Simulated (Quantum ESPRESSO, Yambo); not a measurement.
**Levels of theory for the gap of YOF**

YOF (space group P4/nmm, No. 129): one geometry, one set of PBEsol (pw.x of Quantum ESPRESSO, ONCV potentials, scalar-relativistic) orbitals, self-energies from Yambo (4×4×2 Γ-centred k mesh, 156 bands and a 8 Ry block in the screening, 156 bands in G with the Bruneval-Gonze terminator, plasmon pole fitted at 27.2 eV).

The geometry is that of Materials Project entry mp-10219, symmetrised and not relaxed again.

```
level                                                        gap (0.25, 0.25, -0.5) → Γ (eV)  direct gap at Γ (eV)                   rough Yambo cost
-----------------------------------------------------------  -------------------------------  --------------------  ---------------------------------
PBEsol (Quantum ESPRESSO)                                                               4.95                  5.20                                  –
exchange only (Hartree-Fock self-energy on PBEsol orbitals)                            14.82                 15.03             about 1/20 (14 states)
static COHSEX@PBEsol                                                                    7.80                  8.09  within a factor of two (3 states)
G0W0@PBEsol, plasmon pole                                                               6.62                  6.89                      1 (14 states)
```

Bare exchange has no screening and gives the widest gap; static COHSEX screens it but leaves out the frequency dependence, which G0W0 restores.

Costs are rough ratios of core time on shared machines.

Nearest settings tried, and what they do to the gap: 7 Ry block (173 vectors against 229): -74 meV. Not varied: bands in G, bands in W, mesh. So the settings aren't converged at that level.

The structure is a Materials Project entry; no match was found in the copy of COD used, and its stability was not checked.
